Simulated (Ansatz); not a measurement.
Ta2Si in space group I4/mcm (No. 140; Ta on 8h, Si on 4a), PBE in the plane-wave PAW code Ansatz, all energies at zero smearing, with the estimated change up to a 700 eV cutoff added, with one set of potentials and settings (totals compare only within such a set). Cell of 6 atoms (4 Ta, 2 Si): -41003.997 eV.

| element | reference phase | E (eV/atom) |
|---|---|---|
| Ta | Im-3m, 1 atoms in the cell | -9932.2522 |
| Si | Fd-3m, 2 atoms in the cell | -635.8096 |

Formation energy per atom, worked out: (-41003.997 − 4×(-9932.2522) − 2×(-635.8096))/6 = -0.562 eV/atom (-54 kJ per mol of atoms), at 0 K, without zero-point energy or fitted corrections.

The workflow started from a Materials Project entry (that database holds measured and hypothetical structures alike); the Crystallography Open Database copy checked does not list it. Its standing as an ambient phase is unchecked. The PBE relaxation kept the symmetry of its start; whether a distortion lowers the energy is not shown. No spin polarisation was allowed. The references are the lowest solids computed at this level, not always the standard phases. Scalar-relativistic: spin–orbit coupling is off unless named, which matters more the heavier the elements.

Potentials: the later of the program's two PAW sets.
